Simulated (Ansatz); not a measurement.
GeSb2Te4:
```cif
data_Ge3Sb6Te12
_chemical_formula_sum 'Ge3 Sb6 Te12'
_space_group_name_H-M_alt 'R-3m :H'
_space_group_IT_number 166
_space_group_name_Hall '-R 3 2"'
_cell_length_a 4.26206
_cell_length_b 4.26206
_cell_length_c 41.61324
_cell_angle_alpha 90.000
_cell_angle_beta 90.000
_cell_angle_gamma 120.000
loop_
_atom_site_label
_atom_site_type_symbol
_atom_site_symmetry_multiplicity
_atom_site_Wyckoff_symbol
_atom_site_fract_x
_atom_site_fract_y
_atom_site_fract_z
_atom_site_occupancy
Ge1 Ge 3 a 0.00000 0.00000 0.00000 1
Sb1 Sb 6 c 0.00000 0.00000 0.42197 1
Te1 Te 6 c 0.00000 0.00000 0.12947 1
Te2 Te 6 c 0.00000 0.00000 0.29296 1
```
(The calculation used a cell of 7 atoms; values per cell refer to that cell.)

Relaxed with r²SCAN+D4.

Q: Which orbitals make up the states near the band edges in plane-wave PAW r²SCAN+D4 (Ansatz code)?

A: Top 1 eV of the valence band: Te 5p 74 %, Sb 5s 9 %, Ge 4s 7 %. Bottom 1 eV of the conduction band: Sb 5p 41 %, Te 5p 29 %, Ge 4p 19 %, Te 5s 5 %. Projections are on Löwdin-orthogonalised atomic valence shells; empty p or d shells of many metals are not among them.

Q: Tabulate the density of states.

A: States/eV per cell of 7 atoms, in 0.25 eV bins, energy from the valence-band maximum.

```
E (eV)  total  Te 5p  Sb 5p  Ge 4p
------  -----  -----  -----  -----
-7.85    0.80   0.15   0.02   0.01
-7.60    0.59   0.11   0.02   0.01
-7.35    0.49   0.09   0.01   0.00
-7.10    0.42   0.07   0.01   0.00
-6.85    0.39   0.07   0.01   0.00
-6.60    0.35   0.06   0.01   0.00
-6.35    0.24   0.04   0.01   0.00
-6.10    0.02   0.00   0.00   0.00
-5.85    0.80   0.43   0.23   0.12
-5.60    1.85   1.01   0.53   0.27
-5.35    1.94   1.06   0.57   0.26
-5.10    2.80   1.53   0.94   0.22
-4.85    4.28   2.34   1.47   0.29
-4.60    3.30   1.82   1.10   0.24
-4.35    4.13   2.34   1.32   0.30
-4.10    5.40   3.14   1.63   0.39
-3.85    5.57   3.28   1.61   0.42
-3.60    5.74   3.38   1.69   0.38
-3.35    6.30   3.80   1.62   0.51
-3.10    5.50   3.38   1.28   0.50
-2.85    5.50   3.41   1.12   0.62
-2.60    4.82   3.00   0.94   0.59
-2.35    5.21   3.36   0.90   0.61
-2.10    4.30   2.92   0.57   0.48
-1.85    4.18   3.16   0.35   0.38
-1.60    5.37   4.38   0.31   0.28
-1.35    3.93   3.35   0.17   0.12
-1.10    4.06   3.15   0.23   0.11
-0.85    4.82   3.63   0.22   0.09
-0.60    4.69   3.41   0.23   0.10
-0.35    1.39   1.01   0.06   0.03
-0.10    0.12   0.08   0.00   0.00
0.15     0.00   0.00   0.00   0.00
0.40     0.02   0.00   0.01   0.00
0.65     1.97   0.46   0.87   0.44
0.90     5.88   1.55   2.50   1.19
1.15     6.64   2.01   2.64   1.26
1.40     6.29   2.11   2.43   1.05
1.65     4.74   1.72   1.80   0.68
1.90     4.23   1.61   1.80   0.32
2.15     3.72   1.45   1.72   0.09
2.40     4.32   1.76   1.97   0.09
2.65     4.13   1.66   1.63   0.40
2.90     4.15   1.64   1.45   0.61
3.15     3.43   1.28   1.01   0.62
3.40     4.76   1.38   1.02   0.75
3.65     3.79   1.09   0.67   0.80
3.90     3.85   0.87   0.43   0.77
4.15     4.15   1.06   0.47   1.01
4.40     3.65   0.84   0.35   0.79
4.65     3.97   0.82   0.37   0.74
4.90     6.13   1.04   0.49   0.89
5.15     4.25   0.65   0.26   0.56
```

The cell was relaxed with r²SCAN+D4 under the symmetry of its start. Spin–orbit coupling is left out wherever it is not named.

Potentials: the later of the program's two PAW sets.
